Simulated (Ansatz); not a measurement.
KAgF4:
```
KAgF4
1.0
   -2.81502     2.81502     5.68851
    2.81502    -2.81502     5.68851
    2.81502     2.81502    -5.68851
K Ag F
2 2 8
Direct
  0.25000   0.25000   0.00000
  0.75000   0.75000   0.00000
  0.50000   0.00000   0.50000
  0.00000   0.50000   0.50000
  0.44331   0.94331   0.15572
  0.55669   0.05669   0.84428
  0.94331   0.78759   0.50000
  0.05669   0.21241   0.50000
  0.78759   0.28759   0.84428
  0.21241   0.71241   0.15572
  0.28759   0.44331   0.50000
  0.71241   0.55669   0.50000
```

Relaxed with LDA. Special points in fractions of this cell's reciprocal vectors: Γ (0.000, 0.000, 0.000); X (0.000, 0.000, 0.500); P (0.250, 0.250, 0.250); N (0.000, 0.500, 0.000); M (0.500, 0.500, -0.500); S (0.311, 0.689, -0.311); S0 (-0.311, 0.311, 0.311); R (-0.122, 0.122, 0.500); G (0.500, 0.500, -0.122).

**Question.** List the band energies nearest the valence-band maximum at these points for plane-wave PAW LDA (Ansatz code).

**Answer.** In eV from the valence-band maximum; about four levels below and three above (degenerate sets whole), none deeper than 8.9 eV; points with the same levels are listed once.

| k | below | above |
|---|---|---|
| Γ | -0.52 -0.33 -0.11 -0.09 | 1.96 1.96 5.90 |
| X | -0.46 -0.39 -0.22 -0.09 | 1.80 2.07 8.48 |
| P | -0.47 -0.47 -0.15 -0.15 | 1.93 1.93 8.65 8.65 |
| N | -0.49 -0.49 -0.40 -0.40 | 1.94 1.94 7.64 7.64 |
| M | -0.44 -0.44 -0.32 -0.21 0.00 | 2.01 2.01 7.07 |
| S | -0.44 -0.42 -0.40 -0.26 | 1.95 1.97 7.57 |
| R | -0.46 -0.42 -0.26 -0.12 | 1.82 2.06 8.10 |

Space group I4/mcm. The workflow started from a Materials Project entry (that database holds measured and hypothetical structures alike); the Crystallography Open Database files this formula in space group No. 140, but the cells were not matched. Whether it is the stable phase at ambient conditions was not checked. The cell was relaxed with LDA under the symmetry of its start; of distortions, only those at the zone centre were tested. No spin polarisation was allowed. Spin–orbit coupling is left out wherever it is not named.

Potentials: the later of the program's two PAW sets.
